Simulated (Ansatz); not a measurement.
K₂Sn₂O₃ in space group I2_13 (No. 199; K on 8a, Sn on 8a, O on 12b), DFT-r²SCAN in the program Ansatz with PAW potentials, all energies at zero smearing, with the estimated change up to a 700 eV cutoff added, with one set of potentials and settings (totals compare only within such a set). Cell of 14 atoms (4 K, 4 Sn, 6 O): -33742.944 eV.

```
element                            reference phase  E (eV/atom)
-------  -----------------------------------------  -----------
K                       Im-3m, 1 atoms in the cell   -1542.4821
Sn                      Fd-3m, 2 atoms in the cell   -6038.7047
O        C2/m, 4 atoms in the cell, spin-polarised    -566.0346
```

Formation energy per atom, worked out: (-33742.944 − 4×(-1542.4821) − 4×(-6038.7047) − 6×(-566.0346))/14 = -1.571 eV/atom (-152 kJ per mol of atoms), at 0 K, without zero-point energy or fitted corrections.

The workflow started from a Materials Project entry (that database holds measured and hypothetical structures alike); the Crystallography Open Database copy checked does not list it. COD files the formula under space group No. 166. Whether it is the stable phase at ambient conditions was not checked. The r²SCAN relaxation kept the symmetry of its start; whether a distortion lowers the energy is not shown. The references are the lowest solids computed at this level, not always the standard phases (solids in place of the gases). Scalar-relativistic: spin–orbit coupling is off unless named, which matters more the heavier the elements.

Potentials: the earlier of the program's two PAW sets.
